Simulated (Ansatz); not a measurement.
TaGa3:
```xyz
4
Lattice="3.9890 0.0000 0.0000 0.0000 3.9890 0.0000 0.0000 0.0000 3.9890" Properties=species:S:1:pos:R:3 pbc="T T T"
Ga     0.0000     1.9945     1.9945
Ga     1.9945     1.9945     0.0000
Ga     1.9945     0.0000     1.9945
Ta     0.0000     0.0000     0.0000
```

Relaxed with r²SCAN. Special points in fractions of this cell's reciprocal vectors: Γ (0.000, 0.000, 0.000); X (0.000, 0.500, 0.000); M (0.500, 0.500, 0.000); R (0.500, 0.500, 0.500).

List the band energies nearest the Fermi level at these points for r²SCAN (plane waves, PAW; program Ansatz).

In eV from the Fermi level; about four levels below and three above (degenerate sets whole), none deeper than 8.9 eV; points with the same levels are listed once.

| k | below | above |
|---|---|---|
| Γ | -4.62 -4.62 -2.93 -2.93 -2.93 | 0.01 0.01 0.01 |
| X | -3.49 -3.49 -3.29 -1.30 | 0.14 0.42 0.86 0.86 |
| M | -7.62 -7.62 -6.59 -2.44 -2.44 | 0.56 0.72 1.00 |
| R | -5.65 -4.26 -4.26 -4.26 | 0.09 1.38 1.38 |

Space group Pm-3m (Cu3Au type). The cell is a constructed one: a structure type filled with these elements; neither database checked (COD, Materials Project) lists it. COD files the formula under space group No. 139, so this cell is another polymorph or a model. Whether it is the stable phase at ambient conditions was not checked. The r²SCAN relaxation kept the symmetry of its start. At this level the phase is mechanically unstable. The run is not spin-polarised. Spin–orbit coupling is left out wherever it is not named.

Potentials: the earlier of the program's two PAW sets.
